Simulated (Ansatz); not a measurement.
Theory: Ansatz 0.2.0, DFT PBEsol, scalar-relativistic, plane waves, PAW.

Cutoff 420 eV; k points 6×6×6 on the computed 6-atom cell (Γ-centred); Gaussian smearing, width 0.10 eV; no spin polarisation.

Structure with the computed forces (eV/Å) in the last three columns:

```xyz
6
Lattice="6.0888 0.0000 0.0000 -3.0444 5.2730 0.0000 0.0000 0.0000 5.1623" Properties=species:S:1:pos:R:3:forces:R:3 pbc="T T T" pressure_GPa=-2.71
Y     0.0000    0.0000    2.3355    0.0000    0.0000    1.2170
Mg   -1.9862    3.5125   -0.0324    0.2270   -0.1180   -0.0240
Mg    4.0350   -0.0362   -0.0324   -0.2160   -0.1370   -0.0240
Mg    0.9956    1.7967   -0.0324   -0.0110    0.2550   -0.0240
Mg    3.0444    1.7577    3.0625    0.0000    0.0000   -1.3060
Mg    0.0000    3.5154    2.4427    0.0000    0.0000    0.1620
```

Stress tensor (GPa, compression positive):

```
-4.06  0.00  0.00
 0.00 -4.06  0.00
 0.00  0.00  0.00
```